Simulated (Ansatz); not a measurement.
Relaxed GaP (zinc blende):

```xyz
4
Lattice="0.0000 5.5064 5.5064 2.7532 2.7532 5.5064 2.7532 2.7532 0.0000" Properties=species:S:1:pos:R:3 pbc="T T T"
P      4.1298     9.6363     9.6363
P      4.1298     6.8831     6.8831
Ga     0.0000     0.0000     0.0000
Ga     2.7532     5.5064     2.7532
```

The atoms are displaced by Q × the pattern below (from a DFPT mode at X = (0.5, 0.5, 0.0), largest move 1; Q in Å), at fixed cell. (q is in reciprocal vectors of the primitive cell; the cell shown is doubled to hold the pattern.)

| atom | x | y | z |
|---|---|---|---|
| Ga3 | 0.000 | 0.000 | 1.000 |
| Ga4 | 0.000 | 0.000 | -1.000 |

Atoms not listed stay in place.

The numbers are results of PBE (plane waves to 420 eV, PAW, scalar-relativistic; Ansatz, a quantum-chemistry and plane-wave program), not measurements. k mesh 10×10×10 (Γ-centred), Fermi-Dirac smearing 0.05 eV. E stands for the smeared free energy. GaP was relaxed with its symmetry unable to fall. The PAW data are Ansatz's earlier set. The zero of ΔE is the undisplaced structure.

**Question.** Give the computed ΔE (eV/cell) at Q (Å) = -0.150, -0.120, -0.030, 0.030, 0.060, 0.090, 0.120, 0.180.

**Answer.** 
```csv
Q (Å),ΔE (eV/cell)
-0.150,0.333
-0.120,0.214
-0.030,0.013
0.030,0.013
0.060,0.054
0.090,0.120
0.120,0.214
0.180,0.478
```

(For displaced atoms, the force is minus the slope of the energy, and its curvature is a force constant, which sets phonon frequencies.)
